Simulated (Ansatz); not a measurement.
The guess for AlIn₃Sb₂ was made by a generator: random cell by space group and Wyckoff sites (P6/mmm, No. 191). The dimensions are guesses.

```cif
data_structure
_symmetry_space_group_name_H-M 'P6/mmm'
_symmetry_Int_Tables_number 191
_cell_length_a 6.1692
_cell_length_b 6.1692
_cell_length_c 5.4006
_cell_angle_alpha 90.000
_cell_angle_beta 90.000
_cell_angle_gamma 120.000
_cell_volume 178.00
loop_
_atom_site_label
_atom_site_type_symbol
_atom_site_symmetry_multiplicity
_atom_site_Wyckoff_symbol
_atom_site_fract_x
_atom_site_fract_y
_atom_site_fract_z
_atom_site_occupancy
Al1 Al 1 b 0.00000 0.00000 0.50000 1
In1 In 3 f 0.50000 0.00000 0.00000 1
Sb1 Sb 2 d 0.33333 0.66667 0.50000 1
```

Computed with DFT PBE, scalar-relativistic, plane waves, PAW in Ansatz 0.2.0. Cutoff 420 eV, Gaussian smearing, Γ-centred meshes. Cell and atoms relax first on a coarse mesh and then on a finer one. In between, the cell is made exact in the group found at 0.06 Å. In metals the finer mesh still leaves noise of several meV/atom or more. The steps can't lower the symmetry of their start. No spin polarisation.

A guess keeps its type if space group and coordination stay and the shape of the cell changes little (axis ratios within about 15 %, angles within 6°); the volume may change.

**Question.** Does it keep its structure type, or change into something else?

**Answer.** It keeps its type. The symmetry stays P6/mmm (No. 191). The volume per atom stays near 29.6 Å³. The shortest distance goes from 3.08 Å (In–In) to 2.96 Å (In–In). The ratio c/a of the conventional cell changes by a factor of 1.13. Counting neighbours within 15 % of an atom's shortest distance, the start has Al 6, In 8, Sb 12 and the end Al 6, In 8, Sb 12.

The last run used a 6×6×8 mesh (in the run's order of axes) for its 6-atom cell and Gaussian smearing of 0.10 eV. These runs have no spin–orbit coupling, which can matter for Sb. Symmetry constrained the relaxation, so the result can be a saddle point. Another cell of AlIn3Sb2 relaxed alike, in P-6m2, lies 185 meV/atom lower, so this cell isn't the stable form at this level.
